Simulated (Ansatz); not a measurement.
Here is the system:

YB$_{3}$C$_{3}$:
```cif
data_C6B6Y2
_chemical_formula_sum 'Y2 B6 C6'
_space_group_name_H-M_alt 'Pm-3n'
_space_group_IT_number 223
_space_group_name_Hall '-P 4n 2 3'
_cell_length_a 4.80610
_cell_length_b 4.80610
_cell_length_c 4.80610
_cell_angle_alpha 90.000
_cell_angle_beta 90.000
_cell_angle_gamma 90.000
loop_
_atom_site_label
_atom_site_type_symbol
_atom_site_symmetry_multiplicity
_atom_site_Wyckoff_symbol
_atom_site_fract_x
_atom_site_fract_y
_atom_site_fract_z
_atom_site_occupancy
Y1 Y 2 a 0.00000 0.00000 0.00000 1
B1 B 6 d 0.00000 0.25000 0.50000 1
C1 C 6 c 0.00000 0.50000 0.25000 1
```

This is the PBE-relaxed structure.

Question: All from DFT-PBE in the program Ansatz with PAW potentials, unless another level is named. Estimate the hole effective mass, band 1 of 3 at the edge.

Answer: 1.3 along [100], 1.3 along [110], 0.60 along [111] (mₑ).

Question: And the hole effective mass with spin–orbit coupling, band 2 of 2 at the edge?

Answer: 0.35 along [100], 0.40 along [110], 0.47 along [111] (mₑ).

Question: Give the band gap.

Answer: 0.27 eV (indirect).

Question: Next, the smallest direct gap on the standard path?

Answer: 1.41 eV.

Question: Next, the gap with spin–orbit coupling?

Answer: 0.25 eV.

Question: And the formation energy from the elements (no fitted shifts)?

Answer: -0.063 eV/atom.

The start of the workflow was typed in or built on a structure type; neither database checked (COD, Materials Project) lists it. Its standing as an ambient phase is unchecked. Symmetry was held in the PBE relaxation; whether a distortion lowers the energy is not shown. No spin polarisation was allowed. The references are the lowest solids computed at this level, not always the standard phases. Scalar-relativistic: spin–orbit coupling is off unless named, which matters more the heavier the elements.

Potentials: the earlier of the program's two PAW sets.
